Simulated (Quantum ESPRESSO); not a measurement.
Hf4Mo4, input and log of a self-consistent run

Simulated, not a measurement. The program is pw.x of Quantum ESPRESSO 7.5 (plane-wave density functional theory). The cell is made up: eight metal atoms on a hexagonal close-packed lattice, with elements, volume, strain and displacements drawn at random and not relaxed, so it may be unstable or far from any real phase. PseudoDojo standard norm-conserving files set the functional (PBE unless stated); there is no spin polarisation or spin-orbit coupling, the Fermi-Dirac width of 0.25 eV means electrons at about 2900 K, and the masses in the input are unused placeholders. Heavy elements are run without spin-orbit coupling, which real alloys of them have. A spin test at this wide smearing found no moment, but such smearing suppresses magnetism that the real alloy may have.

Input:

```
&control calculation='scf', pseudo_dir='./dojo.nc.sr.pbe.v0_5.standard.upf', outdir='./o', disk_io='minimal', tprnfor=.true., tstress=.true. /
&system ibrav=0, nat=8, ntyp=2, nbnd=70, ecutwfc=79.96652505, nosym=.true., tot_charge=0,
 occupations='smearing', smearing='fd', degauss=0.0183746611
/
&electrons conv_thr=1.470e-08, electron_maxstep=70, mixing_beta=0.5 /
ATOMIC_SPECIES
Hf 1.0 Hf.upf
Mo 1.0 Mo.upf
CELL_PARAMETERS angstrom
3.0793 -0.0186 -0.0025
1.5598 -2.6392 -4.8495
1.4953 7.9528 -4.8888
ATOMIC_POSITIONS angstrom
Hf 0.0677 -0.0539 -0.0053
Mo 1.5124 2.621 -4.8352
Mo 1.5668 -0.9229 -2.4187
Hf 3.088 1.7748 -7.2737
Hf 3.0407 5.3253 -4.8516
Mo 3.0997 -0.0181 -4.8905
Hf 3.0933 1.7425 -2.4786
Mo 4.5933 4.4325 -7.332
K_POINTS automatic
8 4 3 1 1 1
```

The log is shortened where brackets say so; the opening notice, blank lines, dates and the lines on written files are dropped, and the path of the files is cut. It prints rydbergs, bohrs and kilobars, and counts compression as positive stress. Its total energy is the free energy E - TS of the whole cell.

```
     Program PWSCF v.7.5
     Parallel version (MPI & OpenMP), running on       4 processor cores
     Number of MPI processes:                 4
     Threads/MPI process:                     1
     [start-up lines left out]
     bravais-lattice index     =            0
     lattice parameter (alat)  =       5.8191  a.u.
     unit-cell volume          =    1069.2235 (a.u.)^3
     number of atoms/cell      =            8
     number of atomic types    =            2
     number of electrons       =       104.00
     number of Kohn-Sham states=           70
     kinetic-energy cutoff     =      79.9665  Ry
     charge density cutoff     =     319.8661  Ry
     scf convergence threshold =      1.5E-08
     mixing beta               =       0.5000
     number of iterations used =            8  plain     mixing
     Exchange-correlation= PBE
                           (   1   4   3   4   0   0   0)
     [axes and pseudopotential details left out]
   Cartesian axes
     site n.     atom                  positions (alat units)
         1        Hf     tau(   1) = (   0.0219851  -0.0175037  -0.0017211  )
         2        Mo     tau(   2) = (   0.4911415   0.8511517  -1.5701978  )
         3        Mo     tau(   3) = (   0.5088075  -0.2997054  -0.7854561  )
         4        Hf     tau(   4) = (   1.0028067   0.5763541  -2.3620839  )
         5        Hf     tau(   5) = (   0.9874463   1.7293544  -1.5755236  )
         6        Mo     tau(   6) = (   1.0066062  -0.0058779  -1.5881561  )
         7        Hf     tau(   7) = (   1.0045278   0.5658649  -0.8049082  )
         8        Mo     tau(   8) = (   1.4916425   1.4394238  -2.3810164  )
     number of k points=    48  Fermi-Dirac smearing, width (Ry)=  0.0184
                       cart. coord. in units 2pi/alat
        k(    1) = (   0.0625216   0.0122496  -0.0659300), wk =   0.0416667
        k(    2) = (   0.0614384  -0.1811842   0.0389923), wk =   0.0416667
     [further k points left out]
     Dense  grid:   103301 G-vectors     FFT dimensions: (  36,  64, 108)
     Estimated max dynamical RAM per process >     345.05 MB
     Estimated total dynamical RAM >       1.27 GB
     Initial potential from superposition of free atoms
     starting charge     103.9869, renormalised to     104.0000
     Starting wfcs are   80 randomized atomic wfcs
     total cpu time spent up to now is       11.3 secs
     per-process dynamical memory:   274.7 Mb
     Self-consistent Calculation
     iteration #  1     ecut=    79.97 Ry     beta= 0.50
     Davidson diagonalization with overlap
     ethr =  1.00E-02,  avg # of iterations =  2.9
     total cpu time spent up to now is       36.3 secs
     total energy              =   -1012.24964556 Ry
     estimated scf accuracy    <       2.16670394 Ry
     iteration #  2     ecut=    79.97 Ry     beta= 0.50
     Davidson diagonalization with overlap
     ethr =  2.08E-03,  avg # of iterations =  4.7
     total cpu time spent up to now is       65.8 secs
     total energy              =   -1011.12972046 Ry
     estimated scf accuracy    <      26.62658723 Ry
     iteration #  3     ecut=    79.97 Ry     beta= 0.50
     Davidson diagonalization with overlap
     ethr =  2.08E-03,  avg # of iterations =  3.6
     total cpu time spent up to now is       91.5 secs
     total energy              =   -1012.46932389 Ry
     estimated scf accuracy    <      22.11529490 Ry
     iteration #  4     ecut=    79.97 Ry     beta= 0.50
     Davidson diagonalization with overlap
     ethr =  2.08E-03,  avg # of iterations =  2.0
     total cpu time spent up to now is      112.8 secs
     total energy              =   -1013.34858909 Ry
     estimated scf accuracy    <       0.37008673 Ry
     iteration #  5     ecut=    79.97 Ry     beta= 0.50
     Davidson diagonalization with overlap
     ethr =  3.56E-04,  avg # of iterations =  2.6
     total cpu time spent up to now is      134.0 secs
     total energy              =   -1013.30954187 Ry
     estimated scf accuracy    <       1.48802393 Ry
     [iterations 6 to 17 left out]
     iteration # 18     ecut=    79.97 Ry     beta= 0.50
     Davidson diagonalization with overlap
     ethr =  9.29E-09,  avg # of iterations =  1.9
     total cpu time spent up to now is      432.0 secs
     total energy              =   -1013.39098073 Ry
     estimated scf accuracy    <       0.00000490 Ry
     iteration # 19     ecut=    79.97 Ry     beta= 0.50
     Davidson diagonalization with overlap
     ethr =  4.71E-09,  avg # of iterations =  1.0
     total cpu time spent up to now is      452.8 secs
     total energy              =   -1013.39098108 Ry
     estimated scf accuracy    <       0.00000027 Ry
     iteration # 20     ecut=    79.97 Ry     beta= 0.50
     Davidson diagonalization with overlap
     ethr =  2.59E-10,  avg # of iterations =  3.4
     total cpu time spent up to now is      477.8 secs
     total energy              =   -1013.39098112 Ry
     estimated scf accuracy    <       0.00000014 Ry
     iteration # 21     ecut=    79.97 Ry     beta= 0.50
     Davidson diagonalization with overlap
     ethr =  1.30E-10,  avg # of iterations =  2.5
     total cpu time spent up to now is      501.3 secs
     total energy              =   -1013.39098114 Ry
     estimated scf accuracy    <       0.00000002 Ry
     iteration # 22     ecut=    79.97 Ry     beta= 0.50
     Davidson diagonalization with overlap
     ethr =  2.03E-11,  avg # of iterations =  4.5
     total cpu time spent up to now is      527.3 secs
     End of self-consistent calculation
     [lines on levels left out]
!    total energy              =   -1013.39098114 Ry
     estimated scf accuracy    <          6.0E-09 Ry
     smearing contrib. (-TS)   =      -0.17424543 Ry
     internal energy E=F+TS    =   -1013.21673571 Ry
     The total energy is F=E-TS. E is the sum of the following terms:
     one-electron contribution =    -193.99611503 Ry
     hartree contribution      =     142.11033772 Ry
     xc contribution           =    -196.18758364 Ry
     ewald contribution        =    -765.14337476 Ry
     convergence has been achieved in  22 iterations
     Forces acting on atoms (cartesian axes, Ry/au):
     atom    1 type  1   force =    -0.00151421    0.03638891    0.00716219
     atom    2 type  2   force =    -0.00030731   -0.00688312   -0.01056972
     atom    3 type  2   force =    -0.00178862   -0.02079531   -0.02800009
     atom    4 type  1   force =    -0.00207974    0.02966092    0.03238496
     atom    5 type  1   force =     0.00566055   -0.04677077   -0.03525327
     atom    6 type  2   force =     0.00467863    0.01801955    0.02474716
     atom    7 type  1   force =    -0.00565696   -0.02255282   -0.00506013
     atom    8 type  2   force =     0.00100766    0.01293263    0.01458889
     Total force =     0.100290     Total SCF correction =     0.000350
     Computing stress (Cartesian axis) and pressure
          total   stress  (Ry/bohr**3)                   (kbar)     P=      -51.81
  -0.00026688  -0.00002626  -0.00001196          -39.26       -3.86       -1.76
  -0.00002626  -0.00049357  -0.00014265           -3.86      -72.61      -20.98
  -0.00001196  -0.00014265  -0.00029620           -1.76      -20.98      -43.57
     init_run     :     10.41s CPU     10.85s WALL (       1 calls)
     electrons    :    504.80s CPU    515.99s WALL (       1 calls)
     forces       :      3.37s CPU      3.42s WALL (       1 calls)
     stress       :     11.77s CPU     12.04s WALL (       1 calls)
     [timing details left out]
     PWSCF        :   8m50.80s CPU   9m 2.87s WALL
     JOB DONE.
```

In other units: free energy -13787.887 eV for the cell, pressure -5.18 GPa, largest force component 1.203 eV/Å in size. The run took 545 s of wall time with four MPI processes on a shared machine (Intel Xeon, older, virtual cores), so the time is rough. A rerun of this cell at a higher cutoff and on a denser mesh moved values by no more than 0.006 eV in energy, 0.04 GPa in stress and 0.005 eV/Å in force, and a second program with other atomic files agreed on that cell to 2 % rms in force and 0.5 GPa in pressure.